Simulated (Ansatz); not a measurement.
Rb:
Space group Im-3m (No. 229); a = b = c = 5.7227 Å, α = β = γ = 90.00°

```csv
atom,site,symmetry,x,y,z
Rb,2a,m-3m,0.0000,0.0000,0.0000
```
(The calculation used a cell of 1 atom; values per cell refer to that cell.)

Relaxed with DFT-r²SCAN+D4 in the program Ansatz with PAW potentials. Indices refer to the conventional cell of Im-3m, a = 5.723 Å, b = 5.723 Å, c = 5.723 Å, α = 90.00°, β = 90.00°, γ = 90.00°.

Question: Simulate the powder diffraction pattern (Co Kα, λ = 1.79026 Å; lines above 1 %) up to 2θ = 90°.

Answer: Simulated powder pattern, Co Kα, λ = 1.79026 Å (kinematic, ideal powder, no thermal factors, no anomalous dispersion; the 30 strongest lines at most, above 1 %, up to 2θ = 90°):

| 2θ (°) | d (Å) | I/Imax (%) | hkl |
|---|---|---|---|
| 25.56 | 4.047 | 100 | (110) |
| 36.46 | 2.861 | 20 | (200) |
| 45.06 | 2.336 | 45 | (211) |
| 52.52 | 2.023 | 14 | (220) |
| 59.29 | 1.810 | 20 | (310) |
| 65.62 | 1.652 | 4.8 | (222) |
| 71.64 | 1.529 | 23 | (321) |
| 77.46 | 1.431 | 2.3 | (400) |
| 83.15 | 1.349 | 12 | (411)+(330) |
| 88.78 | 1.280 | 6.9 | (420) |

The cell was relaxed with r²SCAN+D4 under the symmetry of its start. The pairwise dispersion correction was not fitted to metals.

Potentials: the later of the program's two PAW sets.
